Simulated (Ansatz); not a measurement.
Ti2AlB2 in space group P-6m2 (No. 187; Ti on 2h, Al on 1a, B on 1b, B on 1f) at seven volumes, r²SCAN in the plane-wave PAW code Ansatz, shape and atoms relaxed at each. One row is withheld.

```tsv
V (Å³/atom)	P (GPa)
10.925	18.80
11.286	11.55
11.646	?
12.006	0.01
12.366	-4.57
12.726	-8.48
13.087	-11.82
```

Q: Fit the shown pressures and predict the withheld one.

A: Third-order Birch–Murnaghan: P = (3/2)B₀(x^(7/2) − x^(5/2))[1 + (3/4)(B′ − 4)(x − 1)] with x = (V₀/V)^(2/3). Least squares on the six rows gives V₀ = 12.006 Å³/atom, B₀ = 164.0 GPa, B′ = 4.12. At V = 11.646, x = 1.0205 and P = 5.32 GPa. The run itself gave 5.34 GPa.

The start of the workflow was typed in or built on a structure type; neither database checked (COD, Materials Project) lists it. Its standing as an ambient phase is unchecked. The cell was relaxed with r²SCAN under the symmetry of its start; its stability against distortions is not shown here. The run is not spin-polarised.

Potentials: the earlier of the program's two PAW sets. The files were generated under PBE; for other functionals the program regenerates the frozen cores, and for LDA and PBEsol the local potential too.
